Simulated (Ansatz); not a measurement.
Polymorphs of Ag, each relaxed with plane-wave PAW LDA (Ansatz code):

A: bcc (W type) (Im-3m)
a = b = c = 3.182 Å, α = β = γ = 90.00°

```tsv
atom	site	symmetry	x	y	z
Ag	2a	m-3m	0.0000	0.0000	0.0000
```

B: 9R (Sm type) (R-3m)
a = b = 2.815 Å, c = 21.002 Å, α = β = 90.00°, γ = 120.00°

| atom | site | symmetry | x | y | z |
|---|---|---|---|---|---|
| Ag | 3a | -3m | 0.0000 | 0.0000 | 0.0000 |
| Ag | 6c | 3m | 0.0000 | 0.0000 | 0.2223 |

Q: Order them by energy per atom at 0 K (lowest first) at the level LDA.

A: B (+0 meV/atom), A (+42 meV/atom)

Not the usual ambient phase: A; B. Unstable at this level: A. All cells were relaxed under the symmetry of their starts (and spin orders); stability against distortions was not tested throughout. Rows with no word on spin ran without spin polarisation. Scalar-relativistic: spin–orbit coupling is off unless named, which matters more the heavier the elements.

Energies hold the estimated change up to a 700 eV cutoff; steps of a few meV lie near the error of the meshes.

Potentials: the later of the program's two PAW sets.
